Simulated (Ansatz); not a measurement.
AgW:
```yaml
crystal:
  lattice:
    - [1.35173, -5.51993, 0.00000]
    - [1.35173, 5.51993, 0.00000]
    - [0.00000, 0.00000, 4.47863]
  atoms:
    - { symbol: Ag, position: [0.68584, 0.31416, 0.25000] }
    - { symbol: W, position: [0.94167, 0.05833, 0.25000] }
    - { symbol: Ag, position: [0.31416, 0.68584, 0.75000] }
    - { symbol: W, position: [0.05833, 0.94167, 0.75000] }
```

Relaxed with r²SCAN. Special points in fractions of this cell's reciprocal vectors: Γ (0.000, 0.000, 0.000); Y (-0.500, 0.500, 0.000); C0 (-0.265, 0.735, 0.000); Σ0 (0.265, 0.265, 0.000); Z (0.000, 0.000, 0.500); A0 (0.265, 0.265, 0.500); E0 (-0.265, 0.735, 0.500); T (-0.500, 0.500, 0.500); S (0.000, 0.500, 0.000); R (0.000, 0.500, 0.500).

Question: List the band energies nearest the Fermi level at these points for DFT-r²SCAN in the program Ansatz with PAW potentials.

Answer: In eV from the Fermi level; about four levels below and three above (degenerate sets whole), none deeper than 8.9 eV; points with the same levels are listed once.

```csv
k,below,above
Γ,-3.95 -2.83 -2.47 -2.04,0.36 0.98 1.61
Y,-3.01 -2.93 -1.89 -1.78,1.10 1.63 2.65
C0,-2.13 -1.65 -0.60 -0.49,0.04 0.53 0.55
Z,-2.54 -2.54 -0.40 -0.40,1.81 1.81 2.61 2.61
A0,-2.19 -2.19 -1.06 -1.06,0.62 0.62 1.80 1.80
T,-2.40 -2.40 -1.67 -1.67,1.98 1.98 3.45 3.45
S,-2.18 -1.80 -1.00 -0.62,0.18 0.59 1.07
R,-2.28 -2.28 -1.21 -1.21,0.35 0.35 2.40 2.40
```

Space group Cmcm. The start of the workflow was typed in or built on a structure type; neither database checked (COD, Materials Project) lists it. Whether it is the stable phase at ambient conditions was not checked. Symmetry was held in the r²SCAN relaxation; its stability against distortions is not shown here. No spin polarisation was allowed. Its formation energy is positive at this level, so the cell may be metastable or incomplete. Scalar-relativistic: spin–orbit coupling is off unless named, which matters more the heavier the elements.

Potentials: the earlier of the program's two PAW sets.
